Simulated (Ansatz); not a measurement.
## One slab under several functionals: bcc Cs (111), 5 layers

All-electron LAPW in Ansatz 0.2.0, scalar-relativistic, no spin–orbit coupling; no spin polarisation. Each functional has its own bulk lattice constant and relaxed 1×1 slab, with 16 to 20 Å of vacuum and a dipole correction.

| functional | area (Å²) | γ (J/m²) | Φ (eV) | Δd12 (%) |
| --- | --- | --- | --- | --- |
| PBEsol | 63.29 | 0.09 | 2.03 | -10.6 |
| PBE | 65.60 | 0.08 | 2.02 | -12.8 |
